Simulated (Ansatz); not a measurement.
Relaxing titanium (bcc)

These are results of Ansatz, DFT, r2SCAN, plane waves (500 eV) with PAW, scalar-relativistic, not measurements. (PAW data from PBE, frozen cores regenerated.)

k-point mesh 13×13×13, Fermi-Dirac smearing 0.05 eV, starting moments 1.00 μB. Cell and atoms relax.

Starting structure:

```yaml
crystal:
  lattice:
    - [-1.6404466475, 1.6404466475, 1.6404466475]
    - [1.6404466475, -1.6404466475, 1.6404466475]
    - [1.6404466475, 1.6404466475, -1.6404466475]
  atoms:
    - { symbol: Ti, position: [0.0, 0.0, 0.0], spin: 1.0 }
hamiltonian:
  xc: r2scan
  pseudopotentials:
    kind: paw
    azcp:
      Ti: "pseudopotentials/Ti.paw.azcp"
basis:
  ecutwfc: 500
  fft_grid_basis: typed
kpoints:
  mp_grid: { grid: [13, 13, 13], shift: [0, 0, 0] }
magnetization:
  spin_polarized: true
scf:
  occupations: { method: fermi_dirac, width: 0.05 }
relax:
  max_steps: 60
  f_tol: 0.01
  cell: {}
```

**Question.** What cell does the relaxation end in?

**Answer.** Im-3m (spin ignored) with a = 3.296 Å; 17.90 Å³ per atom against 17.66 at the start (1.4 %).

**Question.** How much energy does the relaxation gain?

**Answer.** 1.0 meV per atom.

Path of the relaxation (the plane waves are chosen anew near the end, which can shift the energy a little):

```json
{"step": "0", "E − E(final) (meV/atom)": "1.02", "V (Å³/atom)": "17.658", "P (GPa)": "1.36", "max force (eV/Å)": "0.000"}
{"step": "1", "E − E(final) (meV/atom)": "1.00", "V (Å³/atom)": "18.103", "P (GPa)": "-1.12", "max force (eV/Å)": "0.000"}
{"step": "2", "E − E(final) (meV/atom)": "0.15", "V (Å³/atom)": "17.899", "P (GPa)": "-0.02", "max force (eV/Å)": "0.000"}
{"step": "3", "E − E(final) (meV/atom)": "0.00", "V (Å³/atom)": "17.899", "P (GPa)": "-0.01", "max force (eV/Å)": "0.000"}
```

**Question.** Which magnetic state does it end in?

**Answer.** ferromagnetic, net 1.44 μB per atom; moments 1.06 μB.
